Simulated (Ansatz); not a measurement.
GaAs:
```cif
data_As6Ga6
_chemical_formula_sum 'Ga6 As6'
_space_group_name_H-M_alt 'Pm-3n'
_space_group_IT_number 223
_space_group_name_Hall '-P 4n 2 3'
_cell_length_a 6.98645
_cell_length_b 6.98645
_cell_length_c 6.98645
_cell_angle_alpha 90.000
_cell_angle_beta 90.000
_cell_angle_gamma 90.000
loop_
_atom_site_label
_atom_site_type_symbol
_atom_site_symmetry_multiplicity
_atom_site_Wyckoff_symbol
_atom_site_fract_x
_atom_site_fract_y
_atom_site_fract_z
_atom_site_occupancy
Ga1 Ga 6 c 0.00000 0.50000 0.25000 1
As1 As 6 d 0.00000 0.25000 0.50000 1
```

Relaxed with r²SCAN. Independent-particle spectrum: no excitons, no local fields, no scissors shift; 0.1 eV broadening; ε₁ of the summed bands alone.

### Question
Tabulate the dielectric function from r²SCAN (plane waves, PAW; program Ansatz).

### Answer


```tsv
E (eV)	ε₁ xx	ε₂ xx
0.0	9.50	0.00
0.5	9.80	0.00
1.0	10.70	1.01
1.5	11.33	2.33
2.0	9.73	2.33
2.5	12.56	2.76
3.0	14.61	9.85
3.5	10.13	9.80
4.0	4.41	15.73
4.5	2.64	12.38
5.0	1.29	9.77
5.5	-1.09	11.64
6.0	-2.01	7.66
6.5	-4.22	6.99
7.0	-4.14	4.29
7.5	-3.11	3.97
8.0	-3.12	2.81
8.5	-2.76	2.05
9.0	-2.31	1.49
9.5	-1.96	1.30
10.0	-1.58	0.94
10.5	-1.28	0.77
11.0	-1.00	0.68
11.5	-0.79	0.59
12.0	-0.65	0.47
```

### Question
From ε at 1.3 eV (xx: 10.92 + 1.50i), find n, k, the normal reflectivity and the absorption coefficient.

### Answer
n = 3.31, k = 0.226, R = 29 %, α = 2kE/ħc = 30000 cm⁻¹.

With all bands, ε∞ without local fields is 9.56.

The start of the workflow was typed in or built on a structure type; neither database checked (COD, Materials Project) lists it. It is not the phase usual at ambient conditions (space group No. 216). The r²SCAN relaxation kept the symmetry of its start; whether a distortion lowers the energy is not shown. The volume moved by 22 % from the start of the relaxation. Spin–orbit coupling is left out wherever it is not named.

Potentials: the earlier of the program's two PAW sets.
